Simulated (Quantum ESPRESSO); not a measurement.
# Band energies of CdS at +1 % isotropic strain

```
CdS
1.0
    0.00000     2.94153     2.94153
    2.94153     0.00000     2.94153
    2.94153     2.94153     0.00000
S Cd
1 1
Direct
  0.75000   0.75000   0.75000
  0.00000   0.00000   0.00000
```

PBEsol (pw.x of Quantum ESPRESSO, ONCV potentials, scalar-relativistic); path ΓXWKΓLUWLK,UX; energies in eV from the valence-band maximum.

| k (1/Å) | point | band 9 | band 10 | band 11 | band 12 | band 13 | band 14 | band 15 | band 16 |
|---|---|---|---|---|---|---|---|---|---|
| 0.00 | Γ | -7.18 | -7.18 | 0.00 | 0.00 | 0.00 | 0.95 | 6.43 | 6.43 |
| 0.53 |  | -7.19 | -7.14 | -2.32 | -0.99 | -0.99 | 3.43 | 4.70 | 7.97 |
| 1.07 | X | -7.10 | -6.76 | -3.89 | -1.82 | -1.82 | 3.44 | 4.22 | 8.94 |
| 1.60 | W | -7.17 | -6.58 | -3.83 | -2.20 | -2.13 | 5.25 | 5.30 | 7.05 |
| 1.73 |  | -7.16 | -6.60 | -3.84 | -2.33 | -1.91 | 4.90 | 5.31 | 7.32 |
| 1.98 | K | -7.14 | -6.63 | -3.87 | -2.47 | -1.48 | 4.11 | 5.29 | 8.26 |
| 2.29 |  | -7.18 | -6.84 | -3.62 | -2.18 | -0.88 | 4.27 | 5.86 | 6.82 |
| 2.91 |  | -7.18 | -7.17 | -0.85 | -0.20 | -0.05 | 1.73 | 6.15 | 6.55 |
| 3.11 | Γ | -7.18 | -7.18 | 0.00 | 0.00 | 0.00 | 0.95 | 6.43 | 6.43 |
| 3.42 |  | -7.18 | -7.18 | -1.52 | -0.20 | -0.20 | 2.14 | 6.06 | 6.74 |
| 3.93 |  | -7.15 | -6.88 | -4.19 | -0.71 | -0.71 | 2.85 | 6.90 | 6.90 |
| 4.04 | L | -7.14 | -6.82 | -4.32 | -0.73 | -0.73 | 2.85 | 6.89 | 6.89 |
| 4.47 |  | -7.15 | -6.69 | -3.97 | -2.15 | -1.19 | 4.18 | 5.61 | 7.58 |
| 4.69 | U | -7.14 | -6.63 | -3.87 | -2.47 | -1.48 | 4.11 | 5.29 | 8.26 |
| 5.07 | W | -7.17 | -6.58 | -3.83 | -2.20 | -2.13 | 5.25 | 5.30 | 7.05 |
| 5.54 |  | -7.15 | -6.75 | -4.15 | -1.52 | -0.99 | 3.76 | 5.96 | 7.15 |
| 5.82 | L | -7.14 | -6.82 | -4.32 | -0.73 | -0.73 | 2.85 | 6.89 | 6.89 |
| 5.99 |  | -7.14 | -6.80 | -4.26 | -1.06 | -0.81 | 3.21 | 6.39 | 7.08 |
| 6.40 |  | -7.14 | -6.64 | -3.88 | -2.46 | -1.39 | 4.19 | 5.45 | 8.01 |
| 6.48 | K | -7.14 | -6.63 | -3.87 | -2.47 | -1.48 | 4.11 | 5.29 | 8.26 |
| 6.48 | U | -7.14 | -6.63 | -3.87 | -2.47 | -1.48 | 4.11 | 5.29 | 8.26 |
| 6.86 | X | -7.10 | -6.76 | -3.89 | -1.82 | -1.82 | 3.44 | 4.22 | 8.94 |

The PBEsol gap is direct, 0.95 eV at Γ.

Spin-orbit splittings are left out.

Geometry strained from the cell relaxed with PBEsol, atoms relaxed again.
